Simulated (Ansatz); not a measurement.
YB6:
```yaml
crystal:
  lattice:
    - [4.07546, 0.00000, 0.00000]
    - [0.00000, 4.07546, 0.00000]
    - [0.00000, 0.00000, 4.07546]
  atoms:
    - { symbol: Y, position: [0.00000, 0.00000, 0.00000] }
    - { symbol: B, position: [0.80119, 0.50000, 0.50000] }
    - { symbol: B, position: [0.19881, 0.50000, 0.50000] }
    - { symbol: B, position: [0.50000, 0.80119, 0.50000] }
    - { symbol: B, position: [0.50000, 0.19881, 0.50000] }
    - { symbol: B, position: [0.50000, 0.50000, 0.80119] }
    - { symbol: B, position: [0.50000, 0.50000, 0.19881] }
```

Relaxed with PBEsol. Special points in fractions of this cell's reciprocal vectors: Γ (0.000, 0.000, 0.000); X (0.000, 0.500, 0.000); M (0.500, 0.500, 0.000); R (0.500, 0.500, 0.500).

List the band energies nearest the Fermi level at these points for the program Ansatz at the PBEsol level (PAW).

In eV from the Fermi level; about four levels below and three above (degenerate sets whole), none deeper than 8.9 eV; points with the same levels are listed once.

```csv
k,below,above
Γ,-7.09 -7.09 -1.99 -1.99 -1.99,1.02 1.02 1.10 1.10 1.10
X,-3.92 -3.92 -3.37 -2.65 -1.32,1.21 1.21 1.53
M,-4.64 -4.64 -3.00 -3.00,1.54 1.54 1.90
R,-5.94 -5.94 -5.94 -2.54 -2.54 -2.54,2.66 2.89 2.89
```

Space group Pm-3m. The workflow started from a Materials Project entry (that database holds measured and hypothetical structures alike); the Crystallography Open Database files this formula in space group No. 221, but the cells were not matched. Its standing as an ambient phase is unchecked. The cell was relaxed with PBEsol under the symmetry of its start; its stability against distortions is not shown here. The run is not spin-polarised. Spin–orbit coupling is left out wherever it is not named.

Potentials: the later of the program's two PAW sets.
